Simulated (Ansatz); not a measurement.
NaF:
```cif
data_FNa
_chemical_formula_sum 'Na1 F1'
_space_group_name_H-M_alt 'P 1'
_space_group_IT_number 1
_cell_length_a 3.27295
_cell_length_b 3.27295
_cell_length_c 3.27295
_cell_angle_alpha 60.000
_cell_angle_beta 60.000
_cell_angle_gamma 60.000
loop_
_space_group_symop_operation_xyz
  'x, y, z'
loop_
_atom_site_label
_atom_site_type_symbol
_atom_site_fract_x
_atom_site_fract_y
_atom_site_fract_z
_atom_site_occupancy
Na1 Na 0.00000 0.00000 0.00000 1
F1 F 0.50000 0.50000 0.50000 1
```

Relaxed with PBEsol.

Task: Give the optical modes at the zone centre with their infrared activity from DFPT, the program Ansatz at the PBEsol level (PAW).

Result: Transverse frequencies, without the LO–TO term; a row sums one degenerate level.

| ω (cm⁻¹) | degeneracy | IR ((D/Å)²/amu) | activity | symmetry |
|---|---|---|---|---|
| 239 | 3 | 6.81 | IR | T1u |

Task: How high does the top mode go among those that the LO–TO term moves?

Result: 401 cm⁻¹ for q along x.

Space group Fm-3m (rock salt). The cell was relaxed with PBEsol under the symmetry of its start.

Potentials: the earlier of the program's two PAW sets. The files were generated under PBE; for other functionals the program regenerates the frozen cores, and for LDA and PBEsol the local potential too.
